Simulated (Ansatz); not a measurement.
Na₆MgCl₈ in space group Fm-3m (No. 225; Na on 24d, Mg on 4a, Cl on 8c, Cl on 24e), plane-wave PAW r²SCAN (Ansatz code). The conduction-band minimum lies at Γ, with 1 equivalent valley. Second derivatives d²E/dk² of the lowest band at one valley (eV·Å²), along Cartesian directions:

```csv
direction,d²E/dk²
[100],18.50
[010],18.50
[001],18.50
[110],18.50
[101],18.50
[011],18.50
```

Question: Find the principal effective masses, the density-of-states mass and the conductivity mass.

Answer: Off-diagonal terms follow from H_xy = H[110] − (H_xx + H_yy)/2, and m*/mₑ = 7.620 eV·Å² over each eigenvalue: 0.41, 0.41, 0.41. One valley's DOS mass (m₁m₂m₃)^(1/3) = 0.41, conductivity mass 3/(Σ 1/mᵢ) = 0.41 mₑ.

Question: What effective density of states Nc follows at 300 K for parabolic valleys?

Answer: Nc = 2.509e19 × 1 × (0.41)^(3/2) ≈ 6.6e18 cm⁻³.

The workflow started from a Materials Project entry (that database holds measured and hypothetical structures alike); the Crystallography Open Database copy checked does not list it. Whether it is the stable phase at ambient conditions was not checked. Symmetry was held in the r²SCAN relaxation; its stability against distortions is not shown here.

Potentials: the later of the program's two PAW sets.

Edges and masses are those of Kohn–Sham bands, whose gap is no quasiparticle gap.
